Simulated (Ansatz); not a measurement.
# How much do the gradients of CaNb2Te4Cl10O depend on the method?

Cell: a computed structure from the Materials Project (it need not be an observed phase), atoms as given.

```
CELL_PARAMETERS angstrom
7.12526 0.00000 0.00000
-3.45570 8.26642 0.00000
-1.16007 -0.73734 9.93514
ATOMIC_POSITIONS crystal
Ca 0.11428 0.87881 0.65108
Nb 0.46658 0.62968 0.35220
Nb 0.51414 0.35534 0.62736
Te 0.76470 0.88971 0.85611
Te 0.92703 0.18095 0.01080
Te 0.06018 0.79529 0.99889
Te 0.21312 0.08577 0.15172
Cl 0.48257 0.12155 0.78921
Cl 0.57286 0.49478 0.19559
Cl 0.16602 0.17359 0.54224
Cl 0.88255 0.55805 0.72289
Cl 0.41354 0.47245 0.80424
Cl 0.67795 0.23477 0.49985
Cl 0.11279 0.47635 0.27954
Cl 0.37686 0.78810 0.52823
Cl 0.83082 0.81252 0.42332
Cl 0.46130 0.84072 0.19967
O 0.49049 0.49728 0.49563
```

Sites (sets of like atoms) are named by element and the number of their first atom in this list.

First run. Computed with Ansatz: DFT, PBE, plane waves and PAW, scalar-relativistic, 420 eV cutoff, Γ-centred 5×4×4 k-points, Fermi–Dirac smearing 0.05 eV.

```csv
site,atom,V_zz (10²¹ V/m²),η
Nb2,2,-9.32,0.71
Nb3,3,8.38,0.23
Te4,4,-77.0,0.30
Te5,5,-81.2,0.30
Te6,6,-82.9,0.30
Te7,7,-77.2,0.34
Cl8,8,-8.42,0.74
Cl9,9,6.82,0.34
Cl11,11,10.86,0.27
Cl12,12,6.99,0.42
Cl15,15,11.20,0.21
Cl16,16,10.61,0.24
Cl17,17,8.92,0.19
O,18,1.63,0.59
```

Second run. The same atoms and settings, except that the functional is r2SCAN and the cutoff is 500 eV.

Problem. Given the first result, estimate the second.

Solution. 

```csv
site,atom,V_zz,η,change of V_zz
Nb2,2,-9.96,0.68,-0.64
Nb3,3,8.42,0.23,+0.04
Te4,4,-79.0,0.32,-1.93
Te5,5,-83.3,0.33,-2.13
Te6,6,-85.4,0.33,-2.43
Te7,7,-79.8,0.36,-2.57
Cl8,8,-8.04,0.80,+0.38
Cl9,9,7.14,0.29,+0.32
Cl11,11,10.56,0.31,-0.30
Cl12,12,7.24,0.33,+0.25
Cl15,15,10.85,0.19,-0.35
Cl16,16,10.31,0.24,-0.30
Cl17,17,8.72,0.17,-0.20
O,18,1.88,0.66,+0.25
```

The largest change of V_zz is on Te7, from -77.2 to -79.8. In per cent, |V_zz| changes by 0 to +7 on Nb, +3 on Te, -4 to +5 on Cl (all sites that start above 2). The table leaves out 4 of the 18 sites, with |V_zz| up to 9.07; their tensors move by 0.35 at most along any direction. The statements above cover all sites.

The run finds no gap above 0.1 eV (a metal, or nearly one), so the gradients can move by 10 % or more with the k-mesh. Without spin–orbit coupling the gradients at and beside Te can be off by some per cent, at some sites by more. Semilocal functionals can leave a metal where correlation in the d or f shell opens a gap in the real compound, and that would change the values at and beside Nb.
For the first run: The largest force is 0.4 eV/Å, so the atoms aren't at the calculated equilibrium and relaxing them would move these values.
For the second run: The largest force is 0.6 eV/Å, so the atoms aren't at the calculated equilibrium and relaxing them would move these values.
